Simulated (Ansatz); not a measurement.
SnTe (rock salt)

```yaml
crystal:
  lattice:
    - [0.00000, 3.18559, 3.18559]
    - [3.18559, 0.00000, 3.18559]
    - [3.18559, 3.18559, 0.00000]
  atoms:
    - { symbol: Te, position: [0.00000, 0.00000, 0.00000] }
    - { symbol: Sn, position: [0.50000, 0.50000, 0.50000] }
```

Scan: atom 2 (Sn, nearest neighbour Te at 3.186 Å; its periodic images, 4.5 Å or more away, move with it) is displaced towards the nearest neighbour, direction (0.000, 0.000, 1.000) in Cartesian axes, by s. The other atoms stay.

These are r2SCAN (plane waves to 500 eV, PAW, scalar-relativistic; Ansatz, a program for electronic structure) values and carry that method's errors. k mesh 10×10×10 (Γ-centred), Fermi-Dirac smearing 0.05 eV. The energy includes the smearing's −TS. SnTe was relaxed with its symmetry unable to fall. Spin-orbit coupling is left out, though Te is heavy. The PAW data are Ansatz's earlier set. ΔE is measured from the undisplaced structure.

| s (Å) | ΔE (meV/cell) |
|---|---|
| -0.320 | 23.3 |
| -0.256 | 4.8 |
| -0.192 | -2.4 |
| -0.128 | -2.9 |
| -0.064 | -1.0 |
| 0.000 | 0.0 |
| 0.064 | -1.0 |
| 0.128 | -2.9 |
| 0.192 | -2.4 |
| 0.256 | 4.8 |
| 0.320 | 23.3 |

**Question.** Is this a single well or a double well?

**Answer.** A double well: the undisplaced structure is a maximum between two minima.

**Question.** By a smooth curve, how deep is the well, measured from the undisplaced structure?

**Answer.** 3.1 meV/cell, cell held fixed.

**Question.** By a smooth curve through the points, how far does the atom move to reach the deepest minimum?

**Answer.** 0.16 Å from zero.

(A displaced cell: forces are minus the slopes of the energy, force constants its curvatures, and phonons follow from these.)
